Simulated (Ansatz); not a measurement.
A geometry of Pt away from equilibrium: step 5 of the relaxation of a generated cell, Pt placed in the AFLOW prototype A_cI16_220_c (as in Li). Level of theory: PBEsol (plane waves to 420 eV, PAW, scalar-relativistic; Ansatz, an electronic-structure program). Γ-centred k-mesh 8×8×8 on the run's cell (coarser than for final values), Fermi–Dirac smearing 0.05 eV.

```xyz
8
Lattice="-3.1122 3.1122 3.1122 3.1122 -3.1122 3.1122 3.1122 3.1122 -3.1122" Properties=species:S:1:pos:R:3:forces:R:3 pbc="T T T" free_energy=-99082.157 pressure_GPa=3.6
Pt     1.3967     1.3967     1.3967    0.1038    0.1038    0.1038
Pt    -1.3967     1.7155     1.3967   -0.1038   -0.1038    0.1038
Pt     1.7155     1.3967    -1.3967   -0.1038    0.1038   -0.1038
Pt     1.3967    -1.3967     1.7155    0.1038   -0.1038   -0.1038
Pt     2.9528     2.9528     2.9528    0.1038    0.1038    0.1038
Pt     0.1594     3.2716    -0.1594   -0.1038   -0.1038    0.1038
Pt     3.2716    -0.1594     0.1594   -0.1038    0.1038   -0.1038
Pt    -0.1594     0.1594     3.2716    0.1038   -0.1038   -0.1038
```

Positions in Å, forces in eV/Å, free energy of the cell in eV (comparable only within this code, potentials and settings). Largest force: 0.18 eV/Å, on Pt1, Pt2, Pt3, Pt4, Pt5, Pt6, Pt7, Pt8 (atoms numbered as listed); the geometry lies 0.01 eV/atom above the end of its relaxation.

No spin polarisation in the result.

The run could not lower the symmetry of its start; a shaken copy of this end point relaxes with PBEsol to I4/mmm (No. 139), 0.10 eV/atom lower.

The end of the path is a generated cell of Pt: the first start was made by placing the elements on the sites of a structure type, and the end was not matched to a known phase here, so it may be hypothetical. Known forms of Pt include space group No. 225.
